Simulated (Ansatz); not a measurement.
AgCl:
Space group Fm-3m (No. 225); a = b = c = 5.6115 Å, α = β = γ = 90.00°

| atom | site | symmetry | x | y | z |
|---|---|---|---|---|---|
| Ag | 4b | m-3m | 0.5000 | 0.5000 | 0.5000 |
| Cl | 4a | m-3m | 0.0000 | 0.0000 | 0.0000 |
(The calculation used a cell of 2 atoms; values per cell refer to that cell.)

Relaxed with PBE.

### Question
Give the optical modes at the zone centre with their infrared and Raman activity from DFPT, plane-wave PAW PBE (Ansatz code).

### Answer
Transverse frequencies, without the LO–TO term; a row sums one degenerate level.

```csv
ω (cm⁻¹),degeneracy,IR ((D/Å)²/amu),Raman (Å⁴/amu),activity,symmetry
92,3,5.51,0,IR,T1u
```

### Question
How high does the top mode go among those that the LO–TO term moves?

### Answer
162 cm⁻¹ for q along x.

The cell was relaxed with PBE under the symmetry of its start; phonons on a q-mesh show no instability. No spin polarisation was allowed.

Potentials: the later of the program's two PAW sets.
